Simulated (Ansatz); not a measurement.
KF (rock salt)

```yaml
crystal:
  lattice:
    - [0.00000, 5.42078, 5.42078]
    - [2.71039, 2.71039, 5.42078]
    - [2.71039, 2.71039, 0.00000]
  atoms:
    - { symbol: F, position: [0.00000, 0.00000, 0.00000] }
    - { symbol: F, position: [0.50000, 0.00000, 0.00000] }
    - { symbol: K, position: [0.00000, 0.50000, 0.50000] }
    - { symbol: K, position: [0.50000, 0.50000, 0.50000] }
```

The atoms are displaced by Q × the pattern below (from a DFPT mode at X = (0.5, 0.5, 0.0), largest move 1; Q in Å), at fixed cell. It is one choice among 2 degenerate patterns. (q is in reciprocal vectors of the primitive cell; the cell shown is doubled to hold the pattern.)

| atom | x | y | z |
|---|---|---|---|
| F1 | 0.000 | -1.000 | 0.000 |
| F2 | 0.000 | 1.000 | 0.000 |
| K3 | 0.000 | -0.436 | 0.000 |
| K4 | 0.000 | 0.436 | 0.000 |

Calculation: PBE (plane waves to 420 eV, PAW, scalar-relativistic; Ansatz, a first-principles code). k mesh 11×11×11 (Γ-centred), Fermi-Dirac smearing 0.05 eV. Energies are smeared free energies. KF was relaxed with its symmetry unable to fall. The zero of ΔE is the undisplaced structure.

```
Q (Å)    ΔE (meV/cell)
-------  -------------
-0.1000           30.1
-0.0833           20.7
-0.0667           13.1
-0.0500       withheld
-0.0333            3.2
-0.0167            0.8
0.0000             0.0
0.0167             0.8
0.0333             3.2
0.0500        withheld
0.0667            13.1
0.0833            20.7
0.1000            30.1
```

Question: Fit an even polynomial form (powers 2, 4) to the given rows and predict ΔE at Q = -0.0500.

Answer: Least squares on the 11 given rows: ΔE = (2900)·Q² + (11160)·Q⁴, in meV/cell with Q in Å; root-mean-square residual 0.02 meV/cell. At -0.0500 the fit gives 7.3 meV/cell; the calculation gives 7.3 meV/cell, the same to the digits shown. The quadratic term alone would give 7.3 meV/cell.

(A displaced cell: forces are minus the slopes of the energy, force constants its curvatures, and phonons follow from these.)
